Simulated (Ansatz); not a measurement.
Polymorphs of Cu₃Au, each relaxed with DFT-PBEsol in the program Ansatz with PAW potentials:

A: C2/m
a = 7.448 Å, b = 10.526 Å, c = 6.448 Å, α = 90.00°, β = 125.15°, γ = 90.00°

```csv
atom,site,symmetry,x,y,z
Cu,8j,1,0.3823,0.2460,0.2623
Cu,8j,1,0.2607,0.1286,0.5050
Cu,4i,m,0.3874,0.0000,0.2641
Au,4g,2,0.0000,0.1354,0.0000
Cu,4g,2,0.0000,0.3757,0.0000
Au,4i,m,0.1401,0.0000,0.7536
```

B: Cu3Au type (Pm-3m)
a = 3.713 Å, b = 3.713 Å, c = 3.713 Å, α = 90.00°, β = 90.00°, γ = 90.00°

| atom | site | symmetry | x | y | z |
|---|---|---|---|---|---|
| Cu | 3c | 4/mm.m | 0.0000 | 0.5000 | 0.5000 |
| Au | 1a | m-3m | 0.0000 | 0.0000 | 0.0000 |

Problem. Put the candidates in order of energy per atom at 0 K, lowest first, for PBEsol.

Solution. B (+0 meV/atom), A (+44 meV/atom)

Typed or built starts, not in the databases checked: A. Not the usual ambient phase: A. All cells were relaxed under the symmetry of their starts (and spin orders); stability against distortions was not tested throughout. Named crystals with no word on spin ran without spin polarisation. Scalar-relativistic: spin–orbit coupling is off unless named, which matters more the heavier the elements.

Energies hold the estimated change up to a 700 eV cutoff; steps of a few meV lie near the error of the meshes.

Potentials: the earlier of the program's two PAW sets. The files were generated under PBE; for other functionals the program regenerates the frozen cores, and for LDA and PBEsol the local potential too.
